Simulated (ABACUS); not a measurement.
Consider a self-consistent single point of SiMo3 (Pm-3n, 8 atoms in the cell; from Materials Project mp-1275, changed as shown).

```
SiMo3
1.0
    4.78174     0.00000     0.00000
    0.00000     4.78174     0.00000
    0.00000     0.00000     4.78174
Si Mo
2 6
Direct
  0.50000   0.50000   0.50000
  0.00000   0.00000   0.00000
  0.00000   0.50000   0.25000
  0.00000   0.50000   0.75000
  0.25000   0.00000   0.50000
  0.75000   0.00000   0.50000
  0.50000   0.25000   0.00000
  0.50000   0.75000   0.00000
```

Level of theory: PBE, numerical atomic orbitals TZDP (confined pseudo-atomic orbitals with Gaussian additions; energy shift 0.01 Ry), PseudoDojo 0.5 standard norm-conserving PBE (tails mended) pseudopotentials run with ABACUS.

ABACUS settings:

- basis = TZDP numerical atomic orbitals, energy shift 0.01 Ry
- KPT = Gamma 3 3 3 0 0 0
- basis_type = lcao
- dft_functional = PBE
- ecutwfc = 100 Ry
- smearing_method = mp
- smearing_sigma = 0.00367493 Ry
- potentials = PseudoDojo 0.5 standard norm-conserving PBE (tails mended)
- symmetry = 1
- symmetry_prec = 1e-05
- ks_solver = genelpa
- scf_nmax = 100
- scf_thr = 1.0e-07
- mixing_type = broyden

Results:

- Number of valence electrons: 92
- Number of bands: 56
- Number of k-points after the program's reduction: 4
- Size of the basis: 278
- Number of SCF iterations: 9
- Free energy E − TS: -11706.0624 eV
- Fermi level (on the code's own zero): 21.70 eV
- Pressure: 23.17 GPa

Stress (GPa, positive for compression):
```
23.17   0.00   0.00
 0.00  23.17   0.00
 0.00   0.00  23.17
```

For comparison: a first run was changed to give this one (volume scaled by 0.94), and from it to this one the free energy rises by 71.6 meV/atom and the pressure goes from 4.13 to 23.17 GPa.

The atom-centred basis is finite, which shifts total energies and pressures against plane waves. The structure comes from a collection of computed structures, made at another level of theory; the collection holds predicted forms beside known ones. Its lattice was then scaled. No clean gap shows at this smearing width and mesh (spacing up to 0.44 Å⁻¹); the mesh is coarse for partly filled bands, so the values carry mesh errors. At this pressure the cell is far from its equilibrium volume at this level.

Cost on one core: around 90 core-seconds (rough).

The atomic orbitals were generated for these runs; they are not ABACUS's published sets and were checked against plane waves on a few crystals only.

“Tails mended”: in these copies of the files the far tail of each local potential was reset to the Coulomb form.
